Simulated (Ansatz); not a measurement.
Al₂W in space group Fddd (No. 70; Al on 16f, W on 8b) at seven volumes, r²SCAN in the plane-wave PAW code Ansatz, shape and atoms relaxed at each. One row is withheld.

| V (Å³/atom) | P (GPa) |
|---|---|
| 13.787 | ? |
| 14.241 | 12.01 |
| 14.696 | 5.55 |
| 15.150 | 0.00 |
| 15.605 | -4.76 |
| 16.060 | -8.84 |
| 16.514 | -12.32 |

**Question.** Fit the shown pressures and predict the withheld one.

**Answer.** Third-order Birch–Murnaghan: P = (3/2)B₀(x^(7/2) − x^(5/2))[1 + (3/4)(B′ − 4)(x − 1)] with x = (V₀/V)^(2/3). Least squares on the six rows gives V₀ = 15.150 Å³/atom, B₀ = 170.8 GPa, B′ = 4.13. At V = 13.787, x = 1.0649 and P = 19.57 GPa. The run itself gave 19.53 GPa.

The start of the workflow was typed in or built on a structure type; neither database checked (COD, Materials Project) lists it. Whether it is the stable phase at ambient conditions was not checked. The r²SCAN relaxation kept the symmetry of its start; its stability against distortions is not shown here. No spin polarisation was allowed. Spin–orbit coupling is left out wherever it is not named.

Potentials: the later of the program's two PAW sets.
